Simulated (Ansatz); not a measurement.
EuO (rock salt)

```xyz
2
Lattice="0.0000 2.5308 2.5308 2.5308 0.0000 2.5308 2.5308 2.5308 0.0000" Properties=species:S:1:pos:R:3 pbc="T T T"
O      0.0000     0.0000     0.0000
Eu     2.5308     2.5308     2.5308
```

The slice is a {110} plane (indices of the conventional cell) through the point (0.500, 0.500, 0.500) (fractional), spanned by u = [100] and v = [1 -1 -1] in vectors of this cell: u (3.58 Å) and v (5.06 Å, at 90° to u). It covers one period; positions are fractions (u, v).

Level of theory: PBE (plane waves to 420 eV, PAW, scalar-relativistic; Ansatz, a quantum-chemistry and plane-wave program). k mesh 16×16×16. Inside the PAW spheres the values are not all-electron values, and peaks at nuclei hang on which shells count as valence. EuO is run spin-polarised and with no Hubbard U. EuO was relaxed with its symmetry unable to fall. Relaxed EuO ends ferromagnetic. Other magnetic orders were not checked, so this need not be the ground state. The filling of the f shell was not checked against other fillings, so treat energies with care.

Three fields on this plane, each scaled to ten steps between its own extremes (0 low, 9 high; the total valence density on a logarithmic scale, the potential cut 8 eV below its top; x marks points blanked near nuclei; v = 0 in the bottom row):

Map A
```
|xxxx8100018xxx|
|xxxx5100015xxx|
|xxx720010027xx|
|87420012100247|
|00000123210000|
|54321122211234|
|xxx841111148xx|
|xxxx7200027xxx|
|xxxx9200029xxx|
|xxxx9200029xxx|
|xxxx9200029xxx|
|xxxx7200027xxx|
|xxx841111148xx|
|54321122211234|
|00000123210000|
|87420012100247|
|xxx720010027xx|
|xxxx5100015xxx|
|xxxx8100018xxx|
|xxxx9100019xxx|
```

Map B
```
|xxxx9421249xxx|
|xxxx7310137xxx|
|xxx852000258xx|
|99752100012579|
|66531000001356|
|76542100012456|
|xxx631000136xx|
|xxxx5210125xxx|
|xxxx6311136xxx|
|xxxx6321236xxx|
|xxxx6311136xxx|
|xxxx5210125xxx|
|xxx631000136xx|
|76542100012456|
|66531000001356|
|99752100012579|
|xxx852000258xx|
|xxxx7310137xxx|
|xxxx9421249xxx|
|xxxx9521259xxx|
```

Map C
```
|xxxx0267620xxx|
|xxxx0367630xxx|
|xxx015787510xx|
|00014688864100|
|23467888887643|
|77888888888887|
|xxx998888899xx|
|xxxx9987889xxx|
|xxxx9877789xxx|
|xxxx9877789xxx|
|xxxx9877789xxx|
|xxxx9887899xxx|
|xxx998888899xx|
|77888888888887|
|23467888887643|
|00014688864100|
|xxx015787510xx|
|xxxx0367630xxx|
|xxxx0267620xxx|
|xxxx0157510xxx|
```

### Question
Assign the maps to these fields: ELF of the up spins; valence electron density; electrostatic potential energy of an electron, from the cell's mean.

### Answer
A is the ELF of the up spins; B is the valence electron density; C is the electrostatic potential energy of an electron, from the cell's mean.
